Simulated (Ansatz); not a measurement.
A geometry of Ta away from equilibrium: step 16 of the relaxation of a relaxed Ta cell, doubled along one cell vector, shaken by Gaussian noise of σ = 0.08 Å a coordinate. Calculation: PBEsol (plane waves to 420 eV, PAW, scalar-relativistic; Ansatz, a program for electronic structure). Γ-centred k-mesh 13×13×5 on the run's cell (coarser than for final values), Fermi–Dirac smearing 0.05 eV.

```
Ta
1.0
   -3.11706     3.17666     0.88281
    3.53484    -3.31082     1.91850
    3.55393     3.94145    -2.26911
Ta
4
Direct
  0.87859   0.36078   0.25266
  0.87860   0.36079   0.75266
  0.87860   0.86079   0.00266
  0.87859   0.86078   0.50266
```

Which atoms carry the largest force, and which way does it point?

No atom: all forces are below 0.005 eV/Å; only the cell is out of equilibrium.

What is the pressure?

+2.5 GPa, compression positive.

No spin polarisation in the result.

Of the parent cell (I4₁/amd (No. 141)): it is a generated cell of Ta: the first start was made by placing the elements on the sites of a structure type, and the end was not matched to a known phase here, so it may be hypothetical. Known forms of Ta include space group No. 229.
